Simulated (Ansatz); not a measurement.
A geometry of CdIn2O4 away from equilibrium: step 2 of the relaxation of a relaxed CdIn2O4 cell shaken by Gaussian noise of σ = 0.08 Å a coordinate. Computed with r2SCAN (plane waves to 500 eV, PAW, scalar-relativistic; Ansatz, a quantum-chemistry and plane-wave program). Γ-centred k-mesh 6×6×6 on the run's cell (coarser than for final values), Fermi–Dirac smearing 0.05 eV.

```xyz
7
Lattice="-2.7772 2.8142 2.8728 2.8250 -2.8196 2.9246 2.7817 2.8240 -2.8781" Properties=species:S:1:pos:R:3:forces:R:3 pbc="T T T" free_energy=-21762.163 pressure_GPa=0.4
Cd     0.0271     0.0260     2.8286   -0.6966    0.1434   -0.2970
In    -0.0264     2.8359     1.3661   -0.1063   -0.0212    0.6491
In     2.8700     0.1283     1.4709    0.0067   -0.0825   -0.8313
O      1.3965     1.6007     3.1143   -0.6713    0.8414    0.6623
O      1.3934     1.2133     0.2275    0.9358   -0.4700    0.5193
O      1.5255    -1.3741     2.8696    1.3117    0.4795   -0.3695
O     -1.5884     1.3653     2.8120   -0.7799   -0.8907   -0.3326
```

Positions in Å, forces in eV/Å, free energy of the cell in eV (comparable only within this code, potentials and settings). Largest force: 1.44 eV/Å, on O6 (atoms numbered as listed); the geometry lies 0.64 eV/atom above the end of its relaxation.

No spin polarisation in the result.

The end of the path is a generated cell of CdIn2O4: the first start was made by a random draw of sites in a space group, and the end was not matched to a known phase here, so it may be hypothetical.
